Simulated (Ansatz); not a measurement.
Pressure against volume: TiAu

```
Ti Au
1.0
     3.25400    0.00000    0.00000
     0.00000    3.25400    0.00000
     0.00000    0.00000    3.25400
Ti Au
1 1
Cartesian
  1.6270 1.6270 1.6270
  0.0000 0.0000 0.0000
```

The cell comes from COD entry 1510312, which wasn't checked; take it as a given geometry.

Spin polarisation is left out, and whether a magnetic state lies lower isn't shown here.

Spin–orbit coupling is left out, though it moves levels of the heavy atoms by tenths of an eV or more.

Methods: DFT, PBEsol, all-electron LAPW, scalar-relativistic (Ansatz 0.2.0); DFT, PBEsol, PAW with Ansatz's default frozen-core files, scalar-relativistic (Ansatz 0.2.0).

For LAPW: a Γ-centred 10×10×10 k mesh, Fermi–Dirac smearing of 0.08 eV, basis error target 1 meV/atom, no spin polarisation. PAW takes a cutoff of 420 eV at this cell (files made with PBE, cores remade for this functional). The Ansatz runs share mesh, smearing and spin set-up. Plane-wave (PAW) pressures include the program's estimate of the Pulay term.

The cell above is scaled evenly, with fractional coordinates and shape held.

| V/V(cell) | V (Å³/atom) | P, LAPW (GPa) | P, PAW (GPa) | free energy over the lowest listed, PAW (meV/atom) |
| --- | --- | --- | --- | --- |
| 0.9400 | 16.194 | 4.99 | 5.02 | 6.8 |
| 0.9600 | 16.538 | 1.34 | 1.36 | 0.0 |
| 0.9800 | 16.883 | -1.91 | -1.89 | 0.6 |
| 0.9900 | 17.055 | -3.39 | -3.37 | 3.5 |
| 1.0000 | 17.228 | -4.79 | -4.77 | 7.9 |
| 1.0100 | 17.400 | -6.11 | -6.09 | 13.7 |
| 1.0200 | 17.572 | -7.35 | -7.33 | 20.9 |
| 1.0400 | 17.917 | -9.62 | -9.60 | 39.2 |
| 1.0600 | 18.261 | ? | ? | ? |

(1) Fill in the row V/V(cell) = 1.0600.

(2) What do Birch–Murnaghan fits to the pressures give?

Results:

(1) P, LAPW (GPa) = -11.63, P, PAW (GPa) = -11.61, free energy over the lowest listed, PAW (meV/atom) = 62.0.

(2) LAPW: V0 = 16.68 Å³/atom, B0 = 159 GPa, B0′ = 4.8; PAW: V0 = 16.68 Å³/atom, B0 = 159 GPa, B0′ = 4.8.
